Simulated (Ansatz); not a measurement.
GaN: two-dimensional strain map

These are results of DFT r2SCAN, scalar-relativistic, plane waves, PAW (Ansatz 0.2.0), not measurements. Settings: plane waves to 500 eV, k-mesh 12×12×6 (Γ-centred), Gaussian smearing 0.05 eV. No spin polarisation. Energies are free energies at this smearing, counted from the undisturbed cell; pressure is positive in compression.

Reference structure (as given, not relaxed at this level; it stands at 1.1 GPa):

```
CELL_PARAMETERS angstrom
3.18000 0.00000 0.00000
-1.59000 2.75396 0.00000
0.00000 0.00000 5.16600
ATOMIC_POSITIONS crystal
Ga 0.33333 0.66667 0.00000
Ga 0.66667 0.33333 0.50000
N 0.33333 0.66667 0.37500
N 0.66667 0.33333 0.87500
```

The cell is strained by p along both x and y and by q along z, fractional coordinates fixed. Points are written (p, q).

Energy above the undisturbed cell in meV/atom (a dash: not computed):

| p \ q | -0.050 | -0.025 | 0.000 | 0.025 | 0.050 |
| --- | --- | --- | --- | --- | --- |
| -0.050 | 200.0 | ? | 112.1 | 105.2 | 116.7 |
| -0.025 | 98.8 | 49.0 | ? | 26.5 | 44.2 |
| 0.000 | 58.4 | 15.9 | 0.0 | 5.7 | 28.7 |
| 0.025 | ? | ? | 20.2 | 31.0 | 58.5 |
| 0.050 | 112.5 | 82.4 | 77.4 | 92.7 | 124.1 |

Q: Fill in the withheld energies.

A: (-0.050, -0.025): 141.9; (-0.025, 0.000): 26.7; (0.025, -0.050): 66.4; (0.025, -0.025): 30.3.